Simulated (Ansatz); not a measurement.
# Pressure coefficients of EuSb

Space group F-43m (No. 216). a = 7.262 Å, b = 7.262 Å, c = 7.262 Å, α = 90.00°, β = 90.00°, γ = 90.00°
```json
{"atom": "Eu", "site": "4a", "symmetry": "-43m", "x": "0.0000", "y": "0.0000", "z": "0.0000"}
{"atom": "Sb", "site": "4d", "symmetry": "-43m", "x": "0.2500", "y": "0.2500", "z": "0.7500"}
```

The runs use the primitive cell with vectors (0.000, 3.631, 3.631), (3.631, 0.000, 3.631), (3.631, 3.631, 0.000) Å, to which the k mesh refers.

The cell was built from the zincblende type and relaxed in the same program, and has space group F-43m; it needn't be a known or the stable phase.

Semilocal functionals without a Hubbard term describe localised f shells poorly; where the shell is localised, the real material differs.

The magnetic state is the one reached from the start moments; no search over orders was made, so it needn't be the ground state.

Spin–orbit coupling is left out, though it moves levels of the heavy atoms by tenths of an eV or more.

Computed with DFT, PBE, all-electron LAPW, scalar-relativistic in Ansatz 0.2.0.

Settings: a Γ-centred 9×9×9 k mesh, Fermi–Dirac smearing of 0.03 eV, basis error target 0.5 meV/atom, spin-polarised from start moments Eu1 7 μB.

The cell is scaled evenly with fractional coordinates held.

| V/V(cell) | P (GPa) | cell moment (μB) |
| --- | --- | --- |
| 0.9600 | 1.03 | 6.002 |
| 0.9800 | 0.52 | 6.002 |
| 1.0000 | 0.05 | 6.001 |
| 1.0200 | -0.37 | 6.001 |

From the rows at 0.9800 and 1.0200, what is the bulk modulus at the cell's volume?

B = −ΔP/Δln V = −[(-0.37) − (0.52)]/0.04001 = 22.2 GPa.

How does the moment scale with volume?

dln M/dln V = ln(6.001/6.002)/0.04001 = 0.00: the moment hardly moves, as with a saturated or integer moment.

Predict the row at V/V(cell) = 1.0400. How far is a linear estimate of P off?

P = -0.74 GPa, moment 6.001 μB. The linear estimate P(cell) − B ln(V/V(cell)) = -0.82 GPa misses by 0.08 GPa, since the modulus falls on expansion.
